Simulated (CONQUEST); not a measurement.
Worked example: relaxation of the atoms of Ag (P1, 4 atoms in the cell; from Materials Project mp-10597, changed as shown) in CONQUEST.

Method: PBEsol, numerical atomic orbitals double-zeta with polarisation (the shipped basis), PseudoDojo norm-conserving potentials made for PBEsol in CONQUEST.

The change in words: atoms moved at random; AtomMove.TypeOfRun: static → lbfgs; AtomMove.NumSteps: default → 40; AtomMove.MaxForceTol: default → 5.83e-04 Ha/bohr; AtomMove.ReuseDM: default → true. Reference geometry (P6_3/mmc):
```yaml
crystal:
  lattice:
    - [2.92230, 0.00000, 0.00000]
    - [0.00000, 5.06157, 0.00000]
    - [0.00000, 0.00000, 4.70166]
  atoms:
    - { symbol: Ag, position: [0.00000, 0.33333, 0.25000] }
    - { symbol: Ag, position: [0.50000, 0.16667, 0.75000] }
    - { symbol: Ag, position: [0.50000, 0.83333, 0.25000] }
    - { symbol: Ag, position: [0.00000, 0.66667, 0.75000] }
```

Reference input (self-consistent single point, DFT, PBEsol, numerical atomic orbitals double-zeta with polarisation (the shipped basis), PseudoDojo norm-conserving potentials made for PBEsol): basis = DZP; Diag.MPMeshX, Y, Z = 7 3 4; potentials = PseudoDojo norm-conserving PBEsol; Grid.GridCutoff = 140 Ha; DM.SolutionMethod = diagon; Diag.kT = 0.003675 Ha; Diag.GammaCentred = true; minE.SCTolerance = 1.0e-06; SC.MaxIters = 100; SC.LinearMixingFactor = 0.5; SC.KerkerPreCondition = true; SC.KerkerFactor = 0.1 1/bohr. This run's input differs from it in these lines:

```diff
@@ -7,3 +7,2 @@
 IO.Iprint                      2
-General.EnergyUnits            eV
 
@@ -28,4 +27,6 @@
 SC.KerkerFactor                0.1
-AtomMove.TypeOfRun             static
-AtomMove.FullStress            T
+AtomMove.TypeOfRun             lbfgs
+AtomMove.NumSteps              40
+AtomMove.MaxForceTol           5.83e-04
+AtomMove.ReuseDM               T
 # file: Ag.in
@@ -35,6 +36,6 @@
 4
-    0.000000000     0.333333000     0.250000000  1 T T T
-    0.500000000     0.166667000     0.750000000  1 T T T
-    0.500000000     0.833333000     0.250000000  1 T T T
-    0.000000000     0.666667000     0.750000000  1 T T T
+    0.990636000     0.330698000     0.251426000  1 T T T
+    0.515800000     0.167004000     0.720563000  1 T T T
+    0.504223000     0.843483000     0.256848000  1 T T T
+    0.989341000     0.658815000     0.771162000  1 T T T
```

Output, abridged:

```
    new_SC_potl: Starting.  Tolerance:  0.10000E-05

    PulayMixSC: Starting Pulay mixing, A_up =  0.500 A_dn =  0.500
    PulayMixSC: Spin non-polarised calculation.
    PulayMixSC: with Kerker preconditioning, q0 =  0.100
          Harris-Foulkes Energy            :      -619.607694820480901 Ha
          GroundState Energy (E-(1/2)TS)   :      -619.608067250503836 Ha
          Free Energy (E-TS)               :      -619.608439680526885 Ha
          DFT Total Energy                 :      -619.488041287489750 Ha
          Total number of electrons        :        76.000000000000909
   [... lines left out ...]
          Total number of electrons        :        76.000057716687337
    PulayMixSC: Pulay iteration     5 residual:              0.29803E-05
          Harris-Foulkes Energy            :      -619.555996036942247 Ha
          GroundState Energy (E-(1/2)TS)   :      -619.556378201627240 Ha
          Free Energy (E-TS)               :      -619.556760366312346 Ha
          DFT Total Energy                 :      -619.555996034457849 Ha
          Total number of electrons        :        76.000059055521319
    PulayMixSC: Pulay iteration     6 residual:              0.40853E-06
    PulayMixSC: Reached SCF tolerance of  0.40853E-06 after      6 iterations
      | Number of electrons      =        76.000059
      |* band energy as 2Tr[K.H] =       -95.397469825609960 Ha
      |  screened ion-ion energy =      -513.522887316620881 Ha
      |  Ha correction           =         4.051809836004902 Ha
      |  XC correction           =       -14.687462545795492 Ha
      | GS Energy as E-(1/2)TS   =      -619.556378201627240 Ha
      | Free Energy as E-TS      =      -619.556760366312346 Ha
      |* Harris-Foulkes energy   =      -619.555996036942247 Ha
      |* DFT total energy        =      -619.555996034457849 Ha
      |  estimated accuracy      =        -0.000000002484398 Ha

    force: Maximum force :        0.01836269(Ha/a0) on atom         2 in z direction
    force: Force Residual:        0.01238145 Ha/a0
   [... lines left out ...]
    force: Total stress:          4.11247331     4.29477239    -1.13518103 GPa
    force: Average pressure:     -2.42402156 GPa
    Maximum force:               0.01836269
          Harris-Foulkes Energy            :      -619.556582426719388 Ha
          Harris-Foulkes Energy            :      -619.556580710933758 Ha
          Harris-Foulkes Energy            :      -619.556580836978810 Ha
          Harris-Foulkes Energy            :      -619.556580516839631 Ha
      |* Harris-Foulkes energy   =      -619.556580516839631 Ha
      |* DFT total energy        =      -619.556580515908990 Ha
    force: Maximum force :        0.01628598(Ha/a0) on atom         2 in z direction
   [... lines left out ...]
    back_lm: Exit after    1 iterations with energy      -619.559221 Ha

    GeomOpt - Iter:   13 MaxF:   0.00051399 E:    -619.56002145 dE:  -0.00000408

    Force Residual:              0.00048827 Ha/a0
    Maximum force:               0.00051399
    Force tolerance:             0.00058300
    Energy change:              -0.00000408 Ha
    Maximum force below threshold:      0.00051

    GeomOpt converged in   13 iterations
```

The run converged. CONQUEST prints the stress tensor with tension positive. 

Summary of the result:
- Free energy E − TS: -16859.1071 eV
- Fermi level (on the code's own zero): -4.37 eV
- Pressure: -3.56 GPa
- Largest force (vector length): 0.036 eV/Å
- Relaxation steps: 13

The program uses no crystal symmetry, so grid and mesh can part values that symmetry would make equal. The atom-centred basis is finite, which shifts total energies, pressures and forces against plane waves. The structure comes from a collection of computed structures, made at another level of theory; the collection holds predicted forms beside known ones. No clean gap shows at this smearing width and mesh (spacing up to 0.41 Å⁻¹); the mesh is coarse for partly filled bands, so the values carry mesh errors.

Cost on one core: around 14 core-minutes (rough).
